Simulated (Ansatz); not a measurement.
Input, command and steps of an Ansatz relaxation.

```yaml
crystal:
  lattice:
    - [0.0, 2.9594561311, 2.9594561311]
    - [2.9594561311, 0.0, 2.9594561311]
    - [2.9594561311, 2.9594561311, 0.0]
  atoms:
    - { symbol: Co, position: [0.25, 0.25, 0.25], spin: 0.21 }
    - { symbol: Co, position: [0.75, 0.75, 0.75], spin: 0.21 }
    - { symbol: Te, position: [0.0, 0.0, 0.0] }
basis:
  ecutwfc: 420
kpoints:
  mp_grid: { grid: [6, 6, 6] }
hamiltonian:
  xc: pbe
scf:
  occupations: { method: gaussian, width: 0.1 }
  lower_state_search: "off"
output:
  forces: true
  stress: true
  eigenvalues: true
  populations: true
magnetization:
  spin_polarized: true
relax:
  adjacent_minimum: "off"
  f_tol: 0.04
  max_steps: 70
  cell: { stress_tol: 0.4 }
```

```bash
ansatz run input.yaml --threads 1 --pin off --max-ram 2560MiB --backend cpu --events-out ev --progress --plain --runs-dir out
```

All numbers below come from DFT PBE, scalar-relativistic, plane waves, PAW (Ansatz).

Of 4 frames 4 are shown, positions in Å and forces in eV/Å; the SCF threshold varies from step to step. Steps run on the plane waves of an earlier cell, with a Pulay correction in the pressure. The basis is chosen afresh for the last frame, the zero of the energies, and at times for earlier ones too; energy and pressure step there, also at an unchanged geometry.

```xyz
3
Lattice="0.0000 2.9595 2.9595 2.9595 0.0000 2.9595 2.9595 2.9595 0.0000" Properties=species:S:1:pos:R:3:forces:R:3 pbc="T T T" step=1 free_energy_over_end_meV_per_atom=59.92 pressure_GPa=-10.86
Co    1.4797    1.4797    1.4797    0.0000    0.0000    0.0000
Co    4.4392    4.4392    4.4392    0.0000    0.0000    0.0000
Te    0.0000    0.0000    0.0000    0.0000    0.0000    0.0000
3
Lattice="0.0000 2.8549 2.8549 2.8549 0.0000 2.8549 2.8549 2.8549 0.0000" Properties=species:S:1:pos:R:3:forces:R:3 pbc="T T T" step=2 free_energy_over_end_meV_per_atom=-0.10 pressure_GPa=1.56
Co    1.4274    1.4274    1.4274    0.0000    0.0000    0.0000
Co    4.2823    4.2823    4.2823    0.0000    0.0000    0.0000
Te    0.0000    0.0000    0.0000    0.0000    0.0000    0.0000
3
Lattice="0.0000 2.8672 2.8672 2.8672 0.0000 2.8672 2.8672 2.8672 0.0000" Properties=species:S:1:pos:R:3:forces:R:3 pbc="T T T" step=3 free_energy_over_end_meV_per_atom=-0.75 pressure_GPa=-0.33
Co    1.4336    1.4336    1.4336    0.0000    0.0000    0.0000
Co    4.3008    4.3008    4.3008    0.0000    0.0000    0.0000
Te    0.0000    0.0000    0.0000    0.0000    0.0000    0.0000
3
Lattice="0.0000 2.8672 2.8672 2.8672 0.0000 2.8672 2.8672 2.8672 0.0000" Properties=species:S:1:pos:R:3:forces:R:3 pbc="T T T" step=4 free_energy_over_end_meV_per_atom=0.00 pressure_GPa=-0.33
Co    1.4336    1.4336    1.4336    0.0000    0.0000    0.0000
Co    4.3008    4.3008    4.3008    0.0000    0.0000    0.0000
Te    0.0000    0.0000    0.0000    0.0000    0.0000    0.0000
```

The start puts this composition into another compound's structure type, which needn't suit it. At the end the space group is Fm-3m (tolerance 0.05 Å).

Time: 17 s on 1 thread of Arm Neoverse V2, on a shared host, peak memory 0.34 GiB.

The k mesh is coarse. Spin-orbit coupling is left out, which matters for the bands of heavy elements. Moments started parallel, and an antiferromagnetic order may lie lower.